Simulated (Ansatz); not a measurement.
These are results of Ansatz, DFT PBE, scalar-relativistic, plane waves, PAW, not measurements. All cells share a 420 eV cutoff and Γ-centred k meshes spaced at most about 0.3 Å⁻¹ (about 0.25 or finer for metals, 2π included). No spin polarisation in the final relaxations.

Temperature and zero-point effects are left out.

Two relaxed structures of AlSn4:

A.

```xyz
5
Lattice="5.3257 0.0000 0.0000 0.0000 5.3257 0.0000 0.0000 0.0000 5.3257" Properties=species:S:1:pos:R:3 pbc="T T T"
Al    2.6629    2.6629    2.6629
Sn    0.0000    2.6629    2.6629
Sn    2.6629    2.6629    0.0000
Sn    2.6629    0.0000    2.6629
Sn    0.0000    0.0000    0.0000
```

B.

```xyz
5
Lattice="5.3152 0.0000 0.0000 0.0000 5.3152 0.0000 0.0000 0.0000 5.3152" Properties=species:S:1:pos:R:3 pbc="T T T"
Al    0.0000    0.0000    0.0000
Sn    1.5767    3.7386    3.7386
Sn    3.7386    1.5767    3.7386
Sn    3.7386    3.7386    1.5767
Sn    1.5767    1.5767    1.5767
```

Question: Which is lower in energy, and by how much?

Answer: B is lower, by 68 meV/atom. A has space group Pm-3m (No. 221), 30.2 Å³/atom and no gap on its mesh; B has space group P-43m (No. 215), 30.0 Å³/atom and no gap. Counting all near atoms (those within 1.25 times the shortest distance at each site; a plus sign parts nearer from farther groups; a slash parts the counts of unlike sites), A has Al 6, Sn 2/12+8 and B has Al 4, Sn 1+3. Even the lower one lies +0.32 eV/atom against the reference forms of the elements (uncorrected), so neither is stable at this level. Both come from invented guesses. A third cell relaxed alike, in Cmmm, lies 170 meV/atom below the lower of the two.

Cells relaxed within their symmetry can be saddle points.
